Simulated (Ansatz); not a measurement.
Consider the following.

TiOs:
Space group Pm-3m (No. 221); a = b = c = 3.062 Å, α = β = γ = 90.00°

| atom | site | symmetry | x | y | z |
|---|---|---|---|---|---|
| Ti | 1b | m-3m | 0.5000 | 0.5000 | 0.5000 |
| Os | 1a | m-3m | 0.0000 | 0.0000 | 0.0000 |

This is the PBEsol-relaxed structure.

Q: All from plane-wave PAW PBEsol (Ansatz code), unless another level is named. Give the Hill bulk and shear moduli.

A: 267 and 143 GPa.

Q: And the elastic constants (relaxed ions, GPa)?

A: C11 = 494, C12 = 153, C44 = 127.

Q: Next, the highest zone-centre frequency?

A: 235 cm⁻¹.

The workflow started from a Materials Project entry (that database holds measured and hypothetical structures alike); the Crystallography Open Database files this formula in space group No. 221, but the cells were not matched. Whether it is the stable phase at ambient conditions was not checked. Symmetry was held in the PBEsol relaxation; of distortions, only those at the zone centre were tested. The run is not spin-polarised. As this level gives no gap, shear constants depend on the k-mesh and smearing (Fermi–Dirac, 0.1 eV here). As this level gives no gap, phonon frequencies hold no LO–TO term and depend on the k-mesh and smearing (Fermi–Dirac, 0.1 eV here). Scalar-relativistic: spin–orbit coupling is off unless named, which matters more the heavier the elements.

Potentials: the later of the program's two PAW sets.
